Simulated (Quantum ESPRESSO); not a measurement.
Li2O: magnetic shieldings

```xyz
3
Lattice="0.0000 2.3269 2.3269 2.3269 0.0000 2.3269 2.3269 2.3269 0.0000" Properties=species:S:1:pos:R:3 pbc="T T T"
Li     3.4903     3.4903     3.4903
Li     1.1634     1.1634     1.1634
O      0.0000     0.0000     0.0000
```
The cell comes from the Materials Project (a computed structure). It is Li2O in Fm-3m. Stability against distortions was not tested.

Shieldings are absolute and leave out the bulk-susceptibility term; a larger σ means a smaller chemical shift. By our sweeps, such settings leave a few ppm in absolute σ.

Problem. What do the calculations give at each independent site (shieldings by PBE GIPAW on JTH datasets (Quantum ESPRESSO, modified build), 22.5 Ha, k-mesh 5×5×5 shifted, f-sum rule met within 0.004 %)?

Solution. 
```
site             site symmetry  σ_iso (ppm)
---------------  -------------  -----------
Li (atoms 1, 2)           -43m           78
O (atom 3)                m-3m          204
```
